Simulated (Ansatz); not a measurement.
## Nb₃Si₂O: rattling a relaxed structure

The cell was found from a structure generator's guess, not taken from experiment.

Method: Ansatz 0.2.0, DFT PBE, scalar-relativistic, plane waves, PAW. Plane waves to 420 eV, a k mesh through Γ of 12×12×4 on the computed 6-atom cell and Gaussian smearing (0.10 eV); no spin polarisation.

The cell below (6 atoms, space group P-6m2 (No. 187)) is relaxed within its symmetry.

```
CELL_PARAMETERS angstrom
3.01002 0.00000 0.00000
-1.50501 2.60675 0.00000
0.00000 0.00000 12.09611
ATOMIC_POSITIONS crystal
Nb 0.00000 0.00000 0.50000
Nb 0.00000 0.00000 0.15760
Nb 0.00000 0.00000 0.84240
Si 0.33333 0.66667 0.33356
Si 0.33333 0.66667 0.66644
O 0.00000 0.00000 0.00000
```

For the test a repeat of it with 12 atoms (edges 3.01, 5.21, 12.10 Å) was strained at random (σ = 1.5 % a component), the atoms were moved at random (σ = 0.10 Å), and all was relaxed again on a coarse 8×4×2 mesh (in the run’s order of axes) with 0.20 eV smearing, with no symmetry imposed.

The cell is a metal run without spin; a magnetic state may lie lower.

Task: Is the structure stable against such a distortion?

Result: It doesn't return. The energy falls by 24 meV/atom on that mesh, the volume changes by -0.1 %, and the end has space group Amm2 (No. 38) at a loose tolerance. Relaxed again on a 4×12×12 mesh with 0.10 eV smearing, the new structure lies 28 meV/atom below the first (mesh in the axes of the run's cell; the cell below is made exact in the group named). Space group Amm2 (No. 38), orthorhombic, a = 11.998 Å, b = 3.313 Å, c = 4.766 Å. Around Nb on a site of symmetry mm2 lie 6 Si at 2.67–2.69 Å and 4 Nb at 2.90 Å; Nb on a site of symmetry m has 1 O at 1.91 Å, 3 Si at 2.72–2.74 Å and 4 Nb at 2.90 Å; around Si lie 6 Nb at 2.67–2.74 Å and 4 Si at 2.90 Å; O has 2 Nb at 1.91 Å.

```
CELL_PARAMETERS angstrom
11.99770 0.00000 0.00000
0.00000 1.65673 2.38313
0.00000 -1.65673 2.38313
ATOMIC_POSITIONS crystal
Nb 0.00000 0.98554 0.98554
Nb 0.34099 0.98726 0.98726
Nb 0.65901 0.98726 0.98726
Si 0.16779 0.36127 0.36127
Si 0.83221 0.36127 0.36127
O 0.50000 0.98987 0.98987
```
